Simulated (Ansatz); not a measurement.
YAlGe:
```yaml
crystal:
  lattice:
    - [2.01700, -5.23462, 0.00000]
    - [2.01700, 5.23462, 0.00000]
    - [0.00000, 0.00000, 5.75639]
  atoms:
    - { symbol: Y, position: [0.31015, 0.68985, 0.75000] }
    - { symbol: Y, position: [0.68985, 0.31015, 0.25000] }
    - { symbol: Al, position: [0.00000, 0.00000, 0.00000] }
    - { symbol: Al, position: [0.00000, 0.00000, 0.50000] }
    - { symbol: Ge, position: [0.39501, 0.60499, 0.25000] }
    - { symbol: Ge, position: [0.60499, 0.39501, 0.75000] }
```

Relaxed with r²SCAN. Special points in fractions of this cell's reciprocal vectors: Γ (0.000, 0.000, 0.000); Y (-0.500, 0.500, 0.000); C0 (-0.287, 0.713, 0.000); Σ0 (0.287, 0.287, 0.000); Z (0.000, 0.000, 0.500); A0 (0.287, 0.287, 0.500); E0 (-0.287, 0.713, 0.500); T (-0.500, 0.500, 0.500); S (0.000, 0.500, 0.000); R (0.000, 0.500, 0.500).

### Question
List the band energies nearest the Fermi level at these points for the program Ansatz at the r²SCAN level (PAW).

### Answer
In eV from the Fermi level; about four levels below and three above (degenerate sets whole), none deeper than 8.9 eV; points with the same levels are listed once.

```csv
k,below,above
Γ,-1.94 -1.88 -1.71 -0.79,0.91 1.42 2.42
Y,-2.16 -1.95 -1.10 -0.37,0.72 1.32 1.73
C0,-2.77 -2.69 -1.38 -1.18,0.37 0.45 2.57
Z,-2.18 -2.18 -1.03 -1.03,1.19 1.19 1.78 1.78
A0,-1.69 -1.69 -1.18 -1.18,0.91 0.91 2.14 2.14
T,-1.60 -1.60 -0.30 -0.30,1.39 1.39 1.39 1.39
S,-2.18 -1.83 -1.00 -0.27,0.84 2.51 3.69
R,-2.22 -2.22 -1.15 -1.15,1.15 1.15 2.39 2.39
```

Space group Cmcm. The workflow started from a Materials Project entry (that database holds measured and hypothetical structures alike); the Crystallography Open Database files this formula in space group No. 63, but the cells were not matched. Whether it is the stable phase at ambient conditions was not checked. Symmetry was held in the r²SCAN relaxation; whether a distortion lowers the energy is not shown. No spin polarisation was allowed. Spin–orbit coupling is left out wherever it is not named.

Potentials: the earlier of the program's two PAW sets.
